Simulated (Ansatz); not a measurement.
CoSn₃:
Space group Cmce (No. 64); a = 16.9535 Å, b = 6.2388 Å, c = 6.2408 Å, α = β = γ = 90.00°

```json
[
 {"atom": "Co", "site": "8d", "symmetry": "2..", "x": "0.4201", "y": "0.0000", "z": "0.0000"},
 {"atom": "Sn", "site": "8f", "symmetry": "m..", "x": "0.0000", "y": "0.1632", "z": "0.1625"},
 {"atom": "Sn", "site": "16g", "symmetry": "1", "x": "0.1649", "y": "0.3102", "z": "0.3087"}
]
```
(The calculation used a cell of 16 atoms; values per cell refer to that cell.)

Relaxed at zero pressure with r²SCAN (plane waves, PAW; program Ansatz).

Q: The volume is lowered by 3 % and shape and atoms relax at that volume. What pressure results, and how do the axes share the change?

A: 2.7 GPa; a -1.3 %, b -0.9 %, c -0.8 %; the energy rises by 5 meV/atom.

Q: Give the new structure.

A: 
Space group Cmce (No. 64); a = 16.740 Å, b = 6.181 Å, c = 6.188 Å, α = β = γ = 90.00°

| atom | site | symmetry | x | y | z |
|---|---|---|---|---|---|
| Co | 8d | 2.. | 0.4197 | 0.0000 | 0.0000 |
| Sn | 8f | m.. | 0.0000 | 0.1634 | 0.1628 |
| Sn | 16g | 1 | 0.1653 | 0.3144 | 0.3134 |

The phase is kept; no other phase was compared at this pressure.

The workflow started from a Materials Project entry (that database holds measured and hypothetical structures alike); the Crystallography Open Database copy checked does not list it. Its standing as an ambient phase is unchecked. The cell was relaxed with r²SCAN under the symmetry of its start; whether a distortion lowers the energy is not shown. No spin polarisation was allowed. Axis ratios of metals converge slowly with the k-mesh, so a and c are less sure than the volume. Spin–orbit coupling is left out wherever it is not named.

Potentials: the later of the program's two PAW sets.
